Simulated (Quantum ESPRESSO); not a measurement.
## W2Cu4AlIn (input and log of a self-consistent run)

Computed values, not a measurement. The program is pw.x of Quantum ESPRESSO 7.5 (plane-wave density functional theory). The cell is made up: eight metal atoms on a face-centred cubic lattice, with elements, volume, strain and displacements drawn at random and not relaxed, so it may be unstable or far from any real phase. PseudoDojo standard norm-conserving files set the functional (PBE unless stated); there is no spin polarisation or spin-orbit coupling, the Fermi-Dirac width of 0.25 eV means electrons at about 2900 K, and the masses in the input are unused placeholders. The copper pseudopotential is less sure than most, with forces differing by about three percent and pressure by about two GPa from a second method on plain copper. Heavy elements are run without spin-orbit coupling, which real alloys of them have. A spin test at this wide smearing found no moment, but such smearing suppresses magnetism that the real alloy may have.

Input:

```
&control calculation='scf', pseudo_dir='./dojo.nc.sr.pbe.v0_5.standard.upf', outdir='./o', disk_io='minimal', tprnfor=.true., tstress=.true. /
&system ibrav=0, nat=8, ntyp=4, nbnd=70, ecutwfc=92.02030273, nosym=.true., tot_charge=0,
 occupations='smearing', smearing='fd', degauss=0.0183746611
/
&electrons conv_thr=1.470e-08, electron_maxstep=70, mixing_beta=0.5 /
ATOMIC_SPECIES
Al 1.0 Al.upf
Cu 1.0 Cu.upf
In 1.0 In.upf
W 1.0 W.upf
CELL_PARAMETERS angstrom
1.874 3.8363 1.8849
1.8803 -3.8516 1.9091
3.8488 0.0089 -3.8886
ATOMIC_POSITIONS angstrom
W -0.0091 -0.1191 -0.0052
Cu 1.8972 0.0324 -1.888
Cu 2.0034 -1.8445 -0.0304
Cu 3.8869 -1.8315 -1.8578
Al 1.9331 1.8573 0.0921
Cu 3.8304 1.983 -2.0367
In 1.8814 0.1384 2.0482
W 3.7056 0.035 -0.0866
K_POINTS automatic
5 5 4 1 1 1
```

The log is shortened where brackets say so; the opening notice, blank lines, dates and the lines on written files are dropped, and the path of the files is cut. It prints rydbergs, bohrs and kilobars, and counts compression as positive stress. Its total energy is the free energy E - TS of the whole cell.

```
     Program PWSCF v.7.5
     Parallel version (MPI & OpenMP), running on       4 processor cores
     Number of MPI processes:                 4
     Threads/MPI process:                     1
     [start-up lines left out]
     bravais-lattice index     =            0
     lattice parameter (alat)  =       8.8196  a.u.
     unit-cell volume          =     757.4817 (a.u.)^3
     number of atoms/cell      =            8
     number of atomic types    =            4
     number of electrons       =       120.00
     number of Kohn-Sham states=           70
     kinetic-energy cutoff     =      92.0203  Ry
     charge density cutoff     =     368.0812  Ry
     scf convergence threshold =      1.5E-08
     mixing beta               =       0.5000
     number of iterations used =            8  plain     mixing
     Exchange-correlation= PBE
                           (   1   4   3   4   0   0   0)
     [axes and pseudopotential details left out]
   Cartesian axes
     site n.     atom                  positions (alat units)
         1        W      tau(   1) = (  -0.0019498  -0.0255190  -0.0011142  )
         2        Cu     tau(   2) = (   0.4065042   0.0069422  -0.4045329  )
         3        Cu     tau(   3) = (   0.4292592  -0.3952124  -0.0065137  )
         4        Cu     tau(   4) = (   0.8328279  -0.3924270  -0.3980621  )
         5        Al     tau(   5) = (   0.4141963   0.3979550   0.0197338  )
         6        Cu     tau(   6) = (   0.8207219   0.4248881  -0.4363942  )
         7        In     tau(   7) = (   0.4031188   0.0296543   0.4388582  )
         8        W      tau(   8) = (   0.7939816   0.0074993  -0.0185554  )
     number of k points=    50  Fermi-Dirac smearing, width (Ry)=  0.0184
                       cart. coord. in units 2pi/alat
        k(    1) = (   0.2000968   0.0003151   0.0480241), wk =   0.0400000
        k(    2) = (   0.3516908  -0.0000328  -0.1019851), wk =   0.0400000
     [further k points left out]
     Dense  grid:    90343 G-vectors     FFT dimensions: (  54,  60,  64)
     Estimated max dynamical RAM per process >     322.65 MB
     Estimated total dynamical RAM >       1.20 GB
     Initial potential from superposition of free atoms
     starting charge     119.9914, renormalised to     120.0000
     Starting wfcs are   73 randomized atomic wfcs
     total cpu time spent up to now is        5.8 secs
     per-process dynamical memory:   244.9 Mb
     Self-consistent Calculation
     iteration #  1     ecut=    92.02 Ry     beta= 0.50
     Davidson diagonalization with overlap
     ethr =  1.00E-02,  avg # of iterations =  5.0
     total cpu time spent up to now is       20.9 secs
     total energy              =   -1952.17547774 Ry
     estimated scf accuracy    <       8.79152585 Ry
     iteration #  2     ecut=    92.02 Ry     beta= 0.50
     Davidson diagonalization with overlap
     ethr =  7.33E-03,  avg # of iterations =  3.0
     total cpu time spent up to now is       34.2 secs
     total energy              =   -1956.47578708 Ry
     estimated scf accuracy    <      19.20044077 Ry
     iteration #  3     ecut=    92.02 Ry     beta= 0.50
     Davidson diagonalization with overlap
     ethr =  7.33E-03,  avg # of iterations =  2.1
     total cpu time spent up to now is       46.4 secs
     total energy              =   -1957.41882798 Ry
     estimated scf accuracy    <       2.91329563 Ry
     iteration #  4     ecut=    92.02 Ry     beta= 0.50
     Davidson diagonalization with overlap
     ethr =  2.43E-03,  avg # of iterations =  2.1
     total cpu time spent up to now is       57.6 secs
     total energy              =   -1957.37019880 Ry
     estimated scf accuracy    <       1.51143755 Ry
     iteration #  5     ecut=    92.02 Ry     beta= 0.50
     Davidson diagonalization with overlap
     ethr =  1.26E-03,  avg # of iterations =  2.6
     total cpu time spent up to now is       69.3 secs
     total energy              =   -1957.50093619 Ry
     estimated scf accuracy    <       0.14926432 Ry
     [iterations 6 to 10 left out]
     iteration # 11     ecut=    92.02 Ry     beta= 0.50
     Davidson diagonalization with overlap
     ethr =  2.39E-07,  avg # of iterations =  2.0
     total cpu time spent up to now is      146.1 secs
     total energy              =   -1957.53175278 Ry
     estimated scf accuracy    <       0.00008784 Ry
     iteration # 12     ecut=    92.02 Ry     beta= 0.50
     Davidson diagonalization with overlap
     ethr =  7.32E-08,  avg # of iterations =  1.3
     total cpu time spent up to now is      156.7 secs
     total energy              =   -1957.53176407 Ry
     estimated scf accuracy    <       0.00000284 Ry
     iteration # 13     ecut=    92.02 Ry     beta= 0.50
     Davidson diagonalization with overlap
     ethr =  2.37E-09,  avg # of iterations =  3.8
     total cpu time spent up to now is      170.8 secs
     total energy              =   -1957.53176448 Ry
     estimated scf accuracy    <       0.00000687 Ry
     iteration # 14     ecut=    92.02 Ry     beta= 0.50
     Davidson diagonalization with overlap
     ethr =  2.37E-09,  avg # of iterations =  2.0
     total cpu time spent up to now is      182.7 secs
     total energy              =   -1957.53176520 Ry
     estimated scf accuracy    <       0.00000030 Ry
     iteration # 15     ecut=    92.02 Ry     beta= 0.50
     Davidson diagonalization with overlap
     ethr =  2.53E-10,  avg # of iterations =  2.0
     total cpu time spent up to now is      194.1 secs
     End of self-consistent calculation
     [lines on levels left out]
!    total energy              =   -1957.53176524 Ry
     estimated scf accuracy    <       0.00000001 Ry
     smearing contrib. (-TS)   =      -0.08849114 Ry
     internal energy E=F+TS    =   -1957.44327410 Ry
     The total energy is F=E-TS. E is the sum of the following terms:
     one-electron contribution =   -1086.26774726 Ry
     hartree contribution      =     616.04058732 Ry
     xc contribution           =    -295.32119024 Ry
     ewald contribution        =   -1191.89492392 Ry
     convergence has been achieved in  15 iterations
     Forces acting on atoms (cartesian axes, Ry/au):
     atom    1 type  4   force =     0.04979126    0.04353967    0.06612504
     atom    2 type  2   force =    -0.00472574    0.00060753   -0.02974525
     atom    3 type  2   force =     0.00333007   -0.02526799    0.00327556
     atom    4 type  2   force =    -0.02408104   -0.01888759   -0.00131327
     atom    5 type  1   force =    -0.00529004    0.03664409   -0.07788510
     atom    6 type  2   force =    -0.02914661   -0.01741765    0.03424110
     atom    7 type  3   force =    -0.02344515   -0.01041234   -0.04986902
     atom    8 type  4   force =     0.03356724   -0.00880572    0.05517094
     Total force =     0.168549     Total SCF correction =     0.000397
     Computing stress (Cartesian axis) and pressure
          total   stress  (Ry/bohr**3)                   (kbar)     P=      118.77
   0.00093746  -0.00008555   0.00023787          137.91      -12.58       34.99
  -0.00008555   0.00063619  -0.00001671          -12.58       93.59       -2.46
   0.00023787  -0.00001671   0.00084843           34.99       -2.46      124.81
     init_run     :      5.43s CPU      5.65s WALL (       1 calls)
     electrons    :    184.48s CPU    188.35s WALL (       1 calls)
     forces       :      2.17s CPU      2.18s WALL (       1 calls)
     stress       :      7.72s CPU      7.73s WALL (       1 calls)
     [timing details left out]
     PWSCF        :   3m19.96s CPU   3m24.10s WALL
     JOB DONE.
```

In other units: free energy -26633.576 eV for the cell, pressure 11.88 GPa, largest force component 2.003 eV/Å in size. The run took 206 s of wall time with four MPI processes on a shared machine (Intel Xeon, 2023 or later, virtual cores), so the time is rough. A rerun of this cell at a higher cutoff and on a denser mesh moved values by no more than 0.009 eV in energy, 0.04 GPa in stress and 0.006 eV/Å in force, and a second program with other atomic files agreed on that cell to 2 % rms in force and 0.5 GPa in pressure.